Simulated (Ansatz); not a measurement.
# Na (sc type) under strong compression

```xyz
1
Lattice="3.3954 0.0000 0.0000 0.0000 3.3954 0.0000 0.0000 0.0000 3.3954" Properties=species:S:1:pos:R:3 pbc="T T T"
Na    0.0000    0.0000    0.0000
```

The cell comes from a relaxation on PAW files under the same functional, begun from a prototype that needn't be the stable phase.

Its volume is scaled at fixed shape and fractional positions.

All numbers are PBEsol results (scalar-relativistic) from Ansatz 0.2.0, with a Γ-centred 12×12×12 k mesh, Fermi–Dirac smearing of 0.08 eV, no spin polarisation. Methods: LAPW: all electrons, basis error target 1 meV/atom; PAW: frozen-core files, cutoff 420 eV; crystal datasets: all electrons, by PAW datasets that the program makes for each cell; norm-conserving: pseudopotentials, cutoff 1197 eV; PAW (cutoff 600 eV): frozen-core files, cutoff 600 eV.

Energies are extrapolated to zero smearing and count from the unscaled cell; pressure is positive in compression; gaps take the mesh and a band path. No temperature or zero-point motion is included.

The PAW files were made under PBE. The structure type is held throughout; the real material can change phase at far lower pressure.

```
V/V0  V (Å³/atom)  P LAPW (GPa)  ΔE LAPW (eV/atom)  P PAW − LAPW (GPa)  ΔE PAW − LAPW (meV/atom)
1.00        39.14         -0.03              0.000                0.00                       0.0
0.88        34.45             ?                  ?                   ?                         ?
0.78        30.53          2.40              0.052                0.00                      -0.1
0.68        26.62          4.84              0.137                0.00                       0.0
0.58        22.70          9.22              0.303                0.01                       0.2
0.50        19.57         15.53              0.539                0.02                       0.6
0.43        16.83          25.2              0.879                0.05                       1.2
```

Fit the Vinet equation to the LAPW pressures shown (residuals weighted by 1/(|P| + 0.03·Pmax)), and predict the pressure of the withheld row.

The fit gives V0 = 38.93 Å³/atom, B0 = 5.88 GPa and B0′ = 4.27. At 34.45 Å³/atom, x = (V/V0)^(1/3) = 0.9600, and P = 3·B0·(1 − x)/x²·exp[1.5·(B0′ − 1)·(1 − x)] = 0.93 GPa. The run itself gave 0.97 GPa (-3.9 % off) and ΔE = 0.012 eV/atom.

From the table, what is the rise of the enthalpy H = E + pV up to the last row, and how stiff is the crystal between the last two rows?

ΔH = 0.879 eV + (25.2 GPa × 16.83 Å³ + 0.03 GPa × 39.14 Å³) × 0.006242 eV/(GPa·Å³) = 3.53 eV/atom, of which pV makes 75 %. The mean bulk modulus there is −ΔP/Δln V = 64.1 GPa.

At the smallest volume, how far do crystal datasets and norm-conserving and PAW (cutoff 600 eV) lie from LAPW in pressure?

crystal datasets: 0.00 GPa; norm-conserving: +0.06 GPa; PAW (cutoff 600 eV): +0.04 GPa, on a LAPW pressure of 25.2 GPa.
